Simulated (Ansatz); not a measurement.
BeGe2O:
```yaml
crystal:
  lattice:
    - [1.83127, 1.05728, 5.72378]
    - [-1.83127, 1.05728, 5.72378]
    - [0.00000, -2.11456, 5.72378]
  atoms:
    - { symbol: Be, position: [0.97240, 0.97240, 0.97240] }
    - { symbol: O, position: [0.88064, 0.88064, 0.88064] }
    - { symbol: Ge, position: [0.52334, 0.52334, 0.52334] }
    - { symbol: Ge, position: [0.37358, 0.37358, 0.37358] }
```

Relaxed with PBE. Special points in fractions of this cell's reciprocal vectors: Γ (0.000, 0.000, 0.000); T (0.500, 0.500, 0.500); H2 (0.811, 0.189, 0.500); H0 (0.500, -0.189, 0.189); L (0.500, 0.000, 0.000); S0 (0.345, -0.345, 0.000); S2 (0.655, 0.000, 0.345); F (0.500, 0.000, 0.500).

Question: List the band energies nearest the Fermi level at these points for plane-wave PAW PBE (Ansatz code).

Answer: In eV from the Fermi level; about four levels below and three above (degenerate sets whole), none deeper than 8.9 eV; points with the same levels are listed once.

```csv
k,below,above
Γ,-5.27 -5.27 -4.79 -2.28,2.50 2.50 3.69 3.69
T,-5.40 -5.27 -5.27 -0.47,1.99 1.99 2.50
H2,-5.86 -2.98 -2.79 -1.83,0.55 2.02 2.83
L,-5.83 -3.96 -3.85 -0.26,0.38 2.07 3.95
S0,-5.89 -3.03 -2.81 -1.90,0.54 2.18 2.88
F,-5.98 -3.40 -2.30 -0.93,0.67 1.72 2.91
```

Space group R3m. The start of the workflow was typed in or built on a structure type; neither database checked (COD, Materials Project) lists it. Its standing as an ambient phase is unchecked. Symmetry was held in the PBE relaxation; whether a distortion lowers the energy is not shown. The volume moved by 32 % from the start of the relaxation. Scalar-relativistic: spin–orbit coupling is off unless named, which matters more the heavier the elements.

Potentials: the earlier of the program's two PAW sets.
